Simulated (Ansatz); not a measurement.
## AlNi3: do energies and stresses tell the same story?

Method: DFT PBEsol, scalar-relativistic, plane waves, PAW (Ansatz 0.2.0).

Settings: cutoff 420 eV, Γ-centred mesh 14×14×14 on the computed 4-atom cell, Gaussian smearing of 0.10 eV; no spin polarisation.

Relaxed cell: Fm-3m, a = 5.597 Å, b = 5.597 Å, c = 5.597 Å, α = 90.00°, β = 90.00°, γ = 90.00°, 4 atoms in the primitive cell. Whether it is the stable form of this composition wasn't checked.

Energies at zero smearing and pressures from the stress tensor, at volumes with shape and atoms relaxed:
```csv
V (Å³/atom),E − E(first) (meV/atom),P (GPa)
10.300,0.00,14.31
10.629,-21.09,6.56
10.957,-27.55,0.00
11.286,-21.62,-5.55
11.615,-5.20,-10.24
```

Problem. Check P = −dE/dV between neighbouring volumes, and get the bulk modulus from the pressures alone.

Solution. With 1 eV/Å³ = 160.2 GPa:
```csv
middle V (Å³/atom),−ΔE/ΔV (GPa),mean P (GPa)
10.464,10.281,10.432
10.793,3.145,3.280
11.122,-2.890,-2.772
11.450,-8.001,-7.895
```

The two differ by 0.15 GPa at most. The mean of two end pressures misses the average over a step by about ΔV² P″/12, up to 0.11 GPa here; with that taken off 0.04 GPa remains. The stress is the derivative of the free energy, not of the energy at zero smearing, and with free energies 0.00 GPa remains. Around V = 10.957 Å³/atom, the two neighbours give B = −V ΔP/ΔV = 10.957 × 12.11 / 0.657 = 201.8 GPa, against B0 = 200.9 GPa from the Birch–Murnaghan fit of the energies.

A ferromagnetic start lost its moments in a first run, so spin was left out; other magnetic orders weren't tried.